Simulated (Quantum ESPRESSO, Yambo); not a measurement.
# RbLaTa2O7: DFT and GW levels

Space group P4/mmm (No. 123); a = b = 3.910 Å, c = 11.314 Å, α = β = γ = 90.00°

```tsv
atom	site	symmetry	x	y	z
O	1a	4/mmm	0.0000	0.0000	0.0000
O	4i	2mm.	0.0000	0.5000	0.1656
O	2g	4mm	0.0000	0.0000	0.3630
Rb	1d	4/mmm	0.5000	0.5000	0.5000
La	1c	4/mmm	0.5000	0.5000	0.0000
Ta	2g	4mm	0.0000	0.0000	0.2037
```

The geometry is that of Materials Project entry mp-541600, symmetrised and not relaxed again.

Starting point: norm-conserving PBEsol (Quantum ESPRESSO, 110 Ry, without SOC). G0W0 in Yambo: 4×4×1 Γ-centred k mesh, bands 3 to 263 and a 7 Ry block in the screening, 263 bands in G with the Bruneval-Gonze terminator, plasmon pole fitted at 27.2 eV.

The PBEsol gap along the band path comes out as 2.28 eV, the PBEsol gap between the mesh's edge points (M → Γ) is 2.28 eV and the G0W0 gap between the same points comes out as 4.02 eV. The PBEsol smallest direct gap on the mesh (at Γ) comes out as 2.42 eV and the G0W0 direct gap at that point is 4.38 eV.

| k point | band | E PBEsol (eV) | E QP (eV) | shift (eV) | Z |
|---|---|---|---|---|---|
| Γ | VB | -0.15 | -0.85 | -0.71 | 0.79 |
| Γ | CB | 2.28 | 3.53 | 1.25 | 0.84 |
| X | VB | -0.16 | -0.76 | -0.60 | 0.78 |
| X | CB | 4.00 | 7.52 | 3.52 | 0.79 |
| M | VB | 0.00 | -0.49 | -0.49 | 0.78 |
| M | CB | 4.03 | 7.52 | 3.49 | 0.79 |

Energies count from the PBEsol valence-band maximum.

Nearest settings tried, and what they do to the gap: 175 bands in G: +18 meV; 2 Ry block (65 vectors against 367): +420 meV. Not varied: bands in W, mesh. So the settings aren't converged at that level.

Without spin-orbit coupling, band edges of such heavy elements can be off by tenths of an eV. The 4f states are in the valence at their DFT position.

The structure is a Materials Project entry; no match was found in the copy of COD used, and its stability was not checked.
